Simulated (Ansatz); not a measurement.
**Eu (bcc)**

The computed numbers are results of r²SCAN, scalar-relativistic (collinear spin) in the plane-wave PAW code Ansatz at 500 eV, 14×14×14 k-mesh, Gaussian smearing of 0.05 eV; PAW files: Ansatz's generated set soft_2.

```
Eu
1.0
    -2.22709    2.22709    2.22709
     2.22709   -2.22709    2.22709
     2.22709    2.22709   -2.22709
Eu
1
Direct
  0.00000 0.00000 0.00000
```

Magnetic state: ferromagnetic, site spin moments Eu 7.27 μB.

**Question.** Which orbitals carry the states at the Fermi level, and how many states are there?

**Answer.** Within 0.1 eV of it: Eu 5d 78 %, Eu 4f 14 % (shares among the projected shells). The density of states at the Fermi level is about 1.8 states/eV per cell, averaged over 0.3 eV.

Density of states (tetrahedra, averaged over 0.3 eV; states/eV per cell of 1 atom; energy in eV from the Fermi level):

```csv
E (eV),DOS
-4.90,0.0
-4.60,0.0
-4.30,0.1
-4.00,0.1
-3.70,0.1
-3.40,0.1
-3.10,0.2
-2.80,0.2
-2.50,0.3
-2.20,0.4
-1.90,0.6
-1.60,0.6
-1.30,0.9
-1.00,1.0
-0.70,20.2
-0.40,3.9
-0.10,1.6
0.20,1.9
0.50,1.7
0.80,1.2
1.10,1.1
1.40,2.0
1.70,2.0
2.00,1.2
2.30,1.2
2.60,1.1
2.90,1.1
3.20,1.1
3.50,1.5
3.80,1.7
4.10,3.1
```

Without a U the 4f levels of Eu lie too near the Fermi level, so their share of the states there, and what hangs on it, is overstated. These numbers lack spin–orbit coupling. The run wasn't fully tested for a lower electronic state. Site moments are of spin, integrated over atomic spheres.
